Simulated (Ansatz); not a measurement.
The start is a generated cell, PbSe placed in the AFLOW prototype AB_tP8_136_g_f (as in BeO). The structure is fully relaxed (lattice and positions, P = 0) with PBE (plane waves to 420 eV, PAW, scalar-relativistic; Ansatz, a quantum-chemistry and plane-wave program). The first steps use a coarse 3×3×5 k-mesh.

The start:
```yaml
crystal:
  lattice:
    - [8.03537, 0.00000, 0.00000]
    - [0.00000, 8.03537, 0.00000]
    - [0.00000, 0.00000, 4.63514]
  atoms:
    - { symbol: Pb, position: [0.33600, 0.66400, 0.00000] }
    - { symbol: Pb, position: [0.83600, 0.83600, 0.50000] }
    - { symbol: Pb, position: [0.16400, 0.16400, 0.50000] }
    - { symbol: Pb, position: [0.66400, 0.33600, 0.00000] }
    - { symbol: Se, position: [0.31000, 0.31000, 0.00000] }
    - { symbol: Se, position: [0.81000, 0.19000, 0.50000] }
    - { symbol: Se, position: [0.19000, 0.81000, 0.50000] }
    - { symbol: Se, position: [0.69000, 0.69000, 0.00000] }
```

Task: What pressure does the first self-consistent step give?

Result: +5.1 GPa (positive: the cell is compressed).

Task: What symmetry does the relaxed structure have?

Result: The space group goes from P4₂/mnm (No. 136) to Fm-3m (No. 225); the end is rock salt type, with 2 atoms in the primitive cell.

Task: By how much does the energy per atom fall from start to end?

Result: 0.25 to 0.29 eV/atom (the two k-meshes of the run give this range).

Task: How does the volume per atom move from start to end?

Result: -19.7 %, from 37.41 to 30.04 Å³/atom.

Task: How do the shortest distances between atoms change?

Result: The closest pairs of elements (up to four, under 3.6 Å), start → end: Pb–Se 2.85 → 3.11 Å.

Task: What band gap does the relaxed structure have at this level?

Result: 0.43 eV, direct at L (no spin-orbit coupling).

Task: What does it relax into? Give the structure.

Result: 
Space group Fm-3m (No. 225); a = b = c = 6.2174 Å, α = β = γ = 90.00°

```tsv
atom	site	symmetry	x	y	z
Pb	4a	m-3m	0.0000	0.0000	0.0000
Se	4b	m-3m	0.5000	0.5000	0.5000
```
(The calculation used a cell of 2 atoms; values per cell refer to that cell.)

Final values are on a 9×9×9 k-mesh of the relaxed cell. No spin polarisation in the result. Without spin-orbit coupling the bands of the heavy element are not split, so the gap can be far off.

The run could not lose the symmetry of its start.
